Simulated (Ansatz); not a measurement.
The calculation used DFT PBE, scalar-relativistic, plane waves, PAW (Ansatz 0.2.0). Several structures of SnO₃ from a search were relaxed, and the powder pattern of one of them was computed from 10° to 70° in 2θ (λ = 1.5406 Å).

Cu Kα1 powder pattern (kinematic, no thermal factors).
```json
{"2θ (°)": "22.00", "relative intensity": "87"}
{"2θ (°)": "22.92", "relative intensity": "100"}
{"2θ (°)": "25.07", "relative intensity": "43"}
{"2θ (°)": "31.98", "relative intensity": "35"}
{"2θ (°)": "33.59", "relative intensity": "90"}
{"2θ (°)": "34.23", "relative intensity": "18"}
{"2θ (°)": "41.06", "relative intensity": "62"}
{"2θ (°)": "44.86", "relative intensity": "12"}
{"2θ (°)": "46.83", "relative intensity": "21"}
{"2θ (°)": "50.96", "relative intensity": "9"}
{"2θ (°)": "51.45", "relative intensity": "15"}
{"2θ (°)": "52.08", "relative intensity": "26"}
{"2θ (°)": "52.32", "relative intensity": "16"}
{"2θ (°)": "53.85", "relative intensity": "11"}
{"2θ (°)": "56.61", "relative intensity": "13"}
{"2θ (°)": "57.03", "relative intensity": "15"}
{"2θ (°)": "57.61", "relative intensity": "25"}
{"2θ (°)": "58.86", "relative intensity": "32"}
{"2θ (°)": "61.87", "relative intensity": "12"}
{"2θ (°)": "66.86", "relative intensity": "7"}
{"2θ (°)": "69.83", "relative intensity": "6"}
```

Task: Which structure gives it?
A. Space group P2_1/m (No. 11), monoclinic, a = 4.254 Å, b = 3.166 Å, c = 7.824 Å, β = 96.8°. Sn is surrounded by 6 O at 2.14–2.16 Å and 2 O at 2.30 Å; O on its first site is surrounded by 1 O at 1.60 Å and 2 Sn at 2.16 Å; O on its second site is surrounded by 1 O at 1.60 Å and 2 Sn at 2.16 Å; 1 more site not described.
B. Space group Pmmm (No. 47), orthorhombic, a = 3.549 Å, b = 3.876 Å, c = 4.037 Å. Around Sn lie 2 O at 1.94 Å and 4 O at 2.19 Å; O on a site of symmetry mm2 is surrounded by 1 O at 1.45 Å and 2 Sn at 2.19 Å; O on a site of symmetry mmm is surrounded by 2 Sn at 1.94 Å.
C. Space group P-1 (No. 2), triclinic, a = 3.440 Å, b = 4.095 Å, c = 8.214 Å, α = 77.8°, β = 89.2°, γ = 87.3°. Sn has 2 O at 2.03 Å, 4 O at 2.21–2.23 Å and 2 O at 2.52–2.53 Å; around O on its first site lie 1 O at 1.53 Å, 1 Sn at 2.03 Å and 1 Sn at 2.52 Å; around O on its second site lie 1 O at 1.53 Å, 1 Sn at 2.03 Å and 1 Sn at 2.53 Å; 1 more site not described.
D. Space group Ama2 (No. 40), orthorhombic, a = 6.182 Å, b = 10.646 Å, c = 4.385 Å. Sn is surrounded by 4 O at 1.93–2.05 Å and 1 O at 2.38 Å; around O on a site of symmetry m lie 1 O at 1.50 Å, 1 Sn at 2.02 Å and 1 Sn at 2.38 Å; O on a site of symmetry 2 is surrounded by 2 Sn at 1.93 Å; 1 more site not described.

Result: B. Its strongest line, at 2θ = 22.92°, has d = λ/(2 sin θ) = 3.876 Å and is the (0 1 0) reflection of the conventional Pmmm cell with a = 3.549 Å, b = 3.876 Å, c = 4.037 Å. The others have their strongest lines at 11.0° (P-1); 11.4° (P2_1/m); 22.0° (Ama2). In energy it lies 102 meV/atom above the lowest of those shown.

These are computed cells and needn't be stable.
